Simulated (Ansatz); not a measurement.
The cell comes from COD entry 9011615, which wasn't checked; take it as a given geometry. It differs from other determinations.

Co: DFT, PBE, PAW with Ansatz's default frozen-core files, scalar-relativistic (Ansatz 0.2.0).

```yaml
crystal:
  lattice:
    - [2.5190008694, 0.0, 0.0]
    - [-1.2595004347, 2.1815187451, 0.0]
    - [0.0, 0.0, 4.091]
  atoms:
    - { symbol: Co, position: [0.3333333333, 0.6666666667, 0.25], spin: 2.0 }
    - { symbol: Co, position: [0.6666666667, 0.3333333333, 0.75], spin: 2.0 }
magnetization:
  spin_polarized: true
kpoints:
  mp_grid: { grid: [19, 19, 10] }
  band_path:
    path:
      - [0.0, 0.0, 0.0]
      - [0.5, 0.0, 0.0]
      - [0.3333333333, 0.3333333333, 0.0]
      - [0.0, 0.0, 0.0]
      - [0.0, 0.0, 0.5]
      - [0.5, 0.0, 0.5]
      - [0.3333333333, 0.3333333333, 0.5]
      - [0.0, 0.0, 0.5]
      - [0.5, 0.0, 0.5]
    npoints: 8
scf:
  occupations: { method: fermi_dirac, width: 0.08 }
hamiltonian:
  xc: pbe
  pseudopotentials: { kind: paw }
output:
  forces: true
  stress: true
  eigenvalues: true
  efg: { contact_densities: true }
  populations: true
  bader: true
  dos: { projected: true, de: 0.2, e_range: [-14, 8] }
```

Output:

```
Engine: ansatz 0.2.0
Pseudopotentials: kind: paw
Pseudopotential: Co, paw, valence charge 17, recommended cutoff 420 eV (normal)
Functional definition: PBE
  parameter kappa = 0.804
  parameter beta = 0.06672455060314922
  exchange = pbe_x(kappa = kappa, mu = beta*pi^2/3)
  correlation = pbe_c(beta = beta)
Crystal: 2 atoms, lattice volume = 22.481 Å³
Basis set: ecut = 420 eV, 451 PW (Γ), exchange–correlation on 36×36×60 points (8 copies of the dense FFT grid, shifted against one another)
Bands: 23, of which v1, the nominal top of the filled ones, is band 17 counted from 1 (16 counted from 0)
Symmetry: 24 space group operations
Space group: P63/mmc (ITA 194), of the structure as read, at distance tolerance 2.8e-5 Å
Magnetic group: BNS 194.263 (UNI 1493), of the structure as read, at distance tolerance 2.8e-5 Å
k-points: 240 of 3610
Non-local potential: Co, projectors of the file, l = 0: 3, l = 1: 2, l = 2: 3, l = 3: 1
PAW form: soft (Blöchl's): semilocal exchange-correlation on the pseudo side does not see the compensation charge
PAW one-centre angular grid: Co, 590 points (default); XC on 64 Gauss nodes
Initial density: superposition of atomic densities (chi_scale 0.1, normalization cell)
Starting moments: Σ|m| = 4 μB on 2 of 2 sites
Initial wavefunctions: pseudopotential atomic-orbital guess
Functional: x = pbe(κ = 0.804, μ = 0.2195149727645171), c = pbe(β = 0.06672455060314922)
SCF iter   1: F=—  HF=-10251.698751 eV  |F-HF|=—  |Δ(HF+E_count)|=         —  Δρ=7.75e-2 (↑5.07e-2 ↓7.75e-2)  dr2=2.08e0  dr2_m=6.41e-2  M=3.510 μB ∫|m|=3.669 μB  β_m=0.30  ethr=3.10e-3  ⟨swp⟩=5.3  Hψ=40751  notcnv=0
Mixer restart at iter 1: flushing history
preconditioner: auto → none  [metal: Δε(μ)=0.001 eV  Ē_g=8.866 eV  σ=0.080 eV  W_gap=0.00  n_scr=8 (ndim 8)  ℏωp=33.2 eV  f_vac=0.000  D(μ)=1.77/eV (n_scr^D=22)  sad-step TF]
SCF iter   2: F=—  HF=-10251.071804 eV  |F-HF|=—  |Δ(HF+E_count)|=   6.27e-1  Δρ=2.87e-2 (↑1.11e-2 ↓2.87e-2)  dr2=1.37e-1  dr2_m=5.75e-2  M=3.506 μB ∫|m|=3.712 μB  β_m=0.35  ethr=3.10e-3  ⟨swp⟩=2.5  Hψ=20354  notcnv=0  defer=76
SCF iter   3: F=—  HF=-10251.576601 eV  |F-HF|=—  |Δ(HF+E_count)|=   5.05e-1  Δρ=1.58e-2 (↑1.58e-2 ↓7.15e-3)  dr2=1.78e-2  dr2_m=1.88e-2  M=3.442 μB ∫|m|=3.695 μB  β_m=0.53  ethr=4.02e-4  ⟨swp⟩=2.2  Hψ=15380  notcnv=0  defer=76
SCF iter   4: F=—  HF=-10252.094023 eV  |F-HF|=—  |Δ(HF+E_count)|=   5.17e-1  Δρ=1.45e-2 (↑1.45e-2 ↓1.05e-2)  dr2=7.18e-2  dr2_m=3.33e-3  M=3.373 μB ∫|m|=3.668 μB  β_m=0.77  ethr=5.23e-5  ⟨swp⟩=2.0  Hψ=20418  notcnv=0  defer=76
SCF iter   5: F=—  HF=-10252.296465 eV  |F-HF|=—  |Δ(HF+E_count)|=   2.02e-1  Δρ=1.86e-3 (↑1.72e-3 ↓1.86e-3)  dr2=1.32e-3  dr2_m=2.36e-4  M=3.308 μB ∫|m|=3.638 μB  β_m=0.88  ethr=5.23e-5  ⟨swp⟩=2.0  Hψ=22084  notcnv=0  defer=76
SCF iter   6: F=—  HF=-10252.305855 eV  |F-HF|=—  |Δ(HF+E_count)|=   9.39e-3  Δρ=4.56e-4 (↑4.56e-4 ↓2.74e-4)  dr2=7.54e-6  dr2_m=2.23e-5  M=3.291 μB ∫|m|=3.632 μB  β_m=0.94  ethr=3.89e-6  ⟨swp⟩=2.0  Hψ=23093  notcnv=0  defer=76
SCF iter   7: F=—  HF=-10252.306050 eV  |F-HF|=—  |Δ(HF+E_count)|=   1.95e-4  Δρ=6.81e-5 (↑6.52e-5 ↓6.81e-5)  dr2=4.46e-8  dr2_m=8.84e-7  M=3.288 μB ∫|m|=3.632 μB  β_m=0.97  ethr=2.22e-8  ⟨swp⟩=2.3  Hψ=17562  notcnv=0  defer=76
SCF iter   8: F=—  HF=-10252.306051 eV  |F-HF|=—  |Δ(HF+E_count)|=   9.64e-7  Δρ=6.55e-6 (↑5.54e-6 ↓6.55e-6)  dr2=9.00e-9  dr2_m=1.97e-9  M=3.287 μB ∫|m|=3.632 μB  β_m=0.91  ethr=1.31e-10  ⟨swp⟩=2.0  Hψ=19465  notcnv=0  defer=76
SCF iter   9: F=-10252.306051 eV  HF=-10252.306051 eV  |F-HF|=8.55e-11  |Δ(HF+E_count)|=   2.00e-8  Δρ=1.58e-6 (↑6.52e-7 ↓1.58e-6)  dr2=2.24e-10  dr2_m=1.14e-10  M=3.287 μB ∫|m|=3.632 μB  ethr=2.65e-11  ⟨swp⟩=2.7  Hψ=33149  notcnv=0
SCF 1 converged in 9 iterations: F = -10252.306051 eV  dr2 = 2.24e-10
  greatest PAW one-centre occupation: 1.001 electrons in one spin orbital (limit 2), on the Co atom at site 1 (counted from 0), in its partial waves of l = 1
NSCF: frozen V_eff on 65 k-points
SCF converged after 9 iterations
Magnetization: 3.2872 μB (18.6436 up, 15.3564 down)
Absolute magnetization: 3.6328 μB (∫|ρ↑−ρ↓|, with the PAW one-centre terms)
Spin contamination: 0.0609 ħ² per cell (⟨S²⟩ above its minimum at these occupations)
Per-site moments (μB) at R_I (Å): [(1.7225091445930358, 1.0353003893232795), (1.7225091445930354, 1.0353003893232795)]
Free energy (F): -10252.306051 eV
Harris-Foulkes:  -10252.306051 eV  (|F-HF|=8.55e-11)
Internal energy: -10252.266180 eV  (E = F + TS)
E sigma→0 (E₀):  -10252.286116 eV
Entropy (-TS):   -0.039871 eV (-19.935 meV/atom)
Fermi energy:    17.923124 eV
--- Per-component energies (eV) ---
  E_band       = -512.830195
  E_kinetic    = 905.087763
  E_local      = -5765.586673  (includes V_loc(G=0)·N_el)
  E_nonlocal   = 908.529078
  E_hartree    = 2412.546517
  E_xc         = -317.223226
  E_vxc        = -409.297554  (∫ρ·V_xc dr)
  E_paw        = -3030.160710  (= ΣΔE_a)
  E_vpaw       = -976.657286  (= ΣTr[D̂ρ^β])
  E_aug_tail   = 0.000170  (compensation charges beyond the density's cutoff)
  E_ewald      = -5365.459098
  E_smearing   = -0.039871  (= −TS)
  E_closure    = -0.000000  (closes the sum)
  Σ components = -10252.306051   (vs F -10252.306051, Δ=0.00e0)
--- Forces (eV/Å), atoms counted from 1 ---
  atom   1  Co    -0.00000000     0.00000000     0.00000000
  atom   2  Co    -0.00000000    -0.00000000     0.00000000
  max |Σ_I F_I| component: 4.63e-18 eV/Å
--- Stress (GPa, compression-positive) ---
       -6.267728       0.000000       0.000000
        0.000000      -6.267728       0.000000
        0.000000       0.000000      -7.220603
  P = ⅓ Tr σ = -6.5854 GPa (-65.854 kbar)
--- PAW observables at the nuclei: V_zz in 10²¹ V/m², potentials from the cell's mean, atoms counted from 1 ---
  atom   1  Co V_zz =    -0.198597   η = 0.0000   by run symmetry: allowed
            electrostatic potential = -3392.124384 V   contact ρ = 114694.881229 e/Å³   contact ρ_s (e/Å³): all electrons -3.371478, valence +1.135318
  atom   2  Co V_zz =    -0.198597   η = 0.0000   by run symmetry: allowed
            electrostatic potential = -3392.124384 V   contact ρ = 114694.881229 e/Å³   contact ρ_s (e/Å³): all electrons -3.371478, valence +1.135318
--- Band table (eV; the first three rows and the last of 480) ---
  k-point 0 ↑: bands = ["-78.1455", "-78.0974", "-41.5252", "-41.2748", "-41.2748", "-41.2383", "-41.2333", "-41.2333", "9.0983", "12.8851", "15.3143", "15.3552", "15.3552", "15.6477", "15.6477", "15.9884", "15.9884", "17.0262", "17.0262", "17.7137", "23.8409", "39.4466", "41.5473"]
  k-point 1 ↑: bands = ["-78.1442", "-78.0986", "-41.5183", "-41.2738", "-41.2738", "-41.2454", "-41.2343", "-41.2343", "9.1963", "12.8620", "15.2898", "15.3288", "15.3288", "15.6219", "15.6219", "16.0486", "16.0486", "17.0211", "17.0211", "17.3083", "24.4435", "39.4174", "41.6364"]
  k-point 2 ↑: bands = ["-78.1408", "-78.1020", "-41.4982", "-41.2709", "-41.2709", "-41.2660", "-41.2373", "-41.2373", "9.4861", "12.7624", "15.2218", "15.2796", "15.2796", "15.5526", "15.5526", "16.1953", "16.1953", "16.4552", "16.9998", "16.9998", "25.9146", "39.0694", "39.9816"]
  k-point 239 ↓: bands = ["-75.9829", "-75.9829", "-39.4214", "-39.4214", "-39.3530", "-39.3530", "-39.2300", "-39.2300", "15.2878", "15.2878", "15.6583", "15.6583", "16.2401", "16.2401", "17.7773", "17.7773", "18.9993", "18.9993", "23.7169", "23.7169", "25.9157", "25.9157", "27.8118"]
--- Löwdin populations: 2 sites ---
  site symbol       q [e]    m [muB]
     0     Co     16.7783     1.7117
     1     Co     16.7783     1.7117
  spilling = 0.013039 (of n_electrons = 34.000000)
--- Bader charges: 2 sites ---
  site symbol  charge [e]  shift [e]    m [muB]
     0     Co      0.0000     0.0000     1.6436
     1     Co      0.0000     0.0000     1.6436
  estimated error of the sums over rays = 2.0e-5 e
```

populations.tsv:

```
# site	symbol	l	j	q_up	q_dn
# orbitals = lowdin
# n_electrons = 34.000000
# spilling = 0.013039
0	Co	0_3S	-	0.994177	0.994479
0	Co	0_4S	-	0.462503	0.500056
0	Co	1_3P	-	2.998873	2.998817
0	Co	2_3D	-	4.789468	3.039970
1	Co	0_3S	-	0.994177	0.994479
1	Co	0_4S	-	0.462503	0.500056
1	Co	1_3P	-	2.998873	2.998817
1	Co	2_3D	-	4.789468	3.039970
```

bader_charges.tsv:

```
# site	symbol	x_ang	y_ang	z_ang	partial_charge_e	electrons	volume_ang3	relative_density_drop	shared_charge_e	partial_wave_shift_e	spin_moment_mub
# quadrature_error_electrons = 2.0e-5
0	Co	0.0000	1.4543	1.0228	0.00000	27.00000	11.24	-	0.00000	0.00000	1.64361
1	Co	1.2595	0.7272	3.0683	0.00000	27.00000	11.24	-	0.00000	0.00000	1.64361
```
